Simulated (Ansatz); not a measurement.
Property card for GaPt$_{3}$N

GaPt$_{3}$N:
```cif
data_GaNPt3
_chemical_formula_sum 'Ga1 Pt3 N1'
_space_group_name_H-M_alt 'Pm-3m'
_space_group_IT_number 221
_space_group_name_Hall '-P 4 2 3'
_cell_length_a 4.17140
_cell_length_b 4.17140
_cell_length_c 4.17140
_cell_angle_alpha 90.000
_cell_angle_beta 90.000
_cell_angle_gamma 90.000
loop_
_atom_site_label
_atom_site_type_symbol
_atom_site_symmetry_multiplicity
_atom_site_Wyckoff_symbol
_atom_site_fract_x
_atom_site_fract_y
_atom_site_fract_z
_atom_site_occupancy
Ga1 Ga 1 a 0.00000 0.00000 0.00000 1
Pt1 Pt 3 c 0.00000 0.50000 0.50000 1
N1 N 1 b 0.50000 0.50000 0.50000 1
```

Space group Pm-3m (No. 221), anti-perovskite; conventional cell a = b = c = 4.1714 Å, α = β = γ = 90.00°.

Method: the program Ansatz at the r²SCAN level (PAW). The cell and atoms are relaxed at this level. Other levels are named where they apply.

Cell and energy:

- Volume per atom = 14.52 Å³
- Density = 15.30 g/cm³
- Formation energy from the elements (no fitted shifts) = 0.48 eV/atom

Electronic structure:

Electronic character: metallic (no gap)
Density of states at the Fermi level: 0.78 states/eV per atom (mean over ±0.08 eV)
Gap with spin–orbit coupling: none (metallic)

Mechanics:

* **Bulk modulus (Birch–Murnaghan fit)**: 199 GPa
* **Pressure derivative B′**: 5.2

Charges:

- Bader charges = Ga +0.75, Pt +0.08, N -0.99 e

The start of the workflow was typed in or built on a structure type; neither database checked (COD, Materials Project) lists it. Whether it is the stable phase at ambient conditions was not checked. Symmetry was held in the r²SCAN relaxation; whether a distortion lowers the energy is not shown. The run is not spin-polarised. The volume moved by 21 % from the start of the relaxation. Its formation energy is positive at this level, so the cell may be metastable or incomplete. The references are the lowest solids computed at this level, not always the standard phases (solids in place of the gases). Scalar-relativistic: spin–orbit coupling is off unless named, which matters more the heavier the elements.

Potentials: the earlier of the program's two PAW sets.
